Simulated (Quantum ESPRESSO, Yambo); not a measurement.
# G0W0 results for BaZnBO₃F

```cif
data_BBaFO3Zn
_chemical_formula_sum 'B1 O3 F1 Zn1 Ba1'
_space_group_name_H-M_alt 'P-6'
_space_group_IT_number 174
_space_group_name_Hall 'P -6'
_cell_length_a 5.12724
_cell_length_b 5.12724
_cell_length_c 4.36380
_cell_angle_alpha 90.000
_cell_angle_beta 90.000
_cell_angle_gamma 120.000
loop_
_atom_site_label
_atom_site_type_symbol
_atom_site_symmetry_multiplicity
_atom_site_Wyckoff_symbol
_atom_site_fract_x
_atom_site_fract_y
_atom_site_fract_z
_atom_site_occupancy
B1 B 1 e 0.66667 0.33333 0.00000 1
O1 O 3 j 0.38448 0.30900 0.00000 1
F1 F 1 d 0.33333 0.66667 0.50000 1
Zn1 Zn 1 c 0.33333 0.66667 0.00000 1
Ba1 Ba 1 b 0.00000 0.00000 0.50000 1
```

The geometry is that of Materials Project entry mp-1077866, symmetrised and not relaxed again.

Starting point: norm-conserving LDA (Quantum ESPRESSO, 84 Ry, no spin-orbit coupling). G0W0 in Yambo: 3×3×4 Γ-centred k mesh, bands 5 to 153 and a 7 Ry block in the screening, 153 bands in G with the Bruneval-Gonze terminator, plasmon pole fitted at 27.2 eV.

```yaml
LDA gap along the band path: 3.44 eV
LDA gap between the mesh's edge points (K → Γ): 3.44 eV
G0W0 gap between the same points: 5.70 eV
LDA smallest direct gap on the mesh (at Γ): 4.04 eV
G0W0 direct gap at that point: 6.42 eV
```

```csv
k point,band,E LDA (eV),E QP (eV),shift (eV),Z
Γ,VB,-0.61,-1.91,-1.31,0.80
Γ,CB,3.44,4.50,1.07,0.86
A,VB,-0.18,-1.56,-1.38,0.80
A,CB,5.29,6.51,1.23,0.85
K,VB,0.00,-1.20,-1.20,0.80
K,CB,4.92,5.94,1.02,0.87
H,VB,-0.16,-1.38,-1.22,0.80
H,CB,5.57,6.86,1.29,0.85
```

Energies count from the LDA valence-band maximum.

Nearest settings tried, and what they do to the gap: 102 bands in W, 102 bands in G: +65 meV; 6 Ry block (187 vectors against 217): -18 meV. Not varied: mesh. So the settings aren't converged at that level. Oxides, nitrides and fluorides with a shallow 3d shell are known to need far more bands and larger blocks.
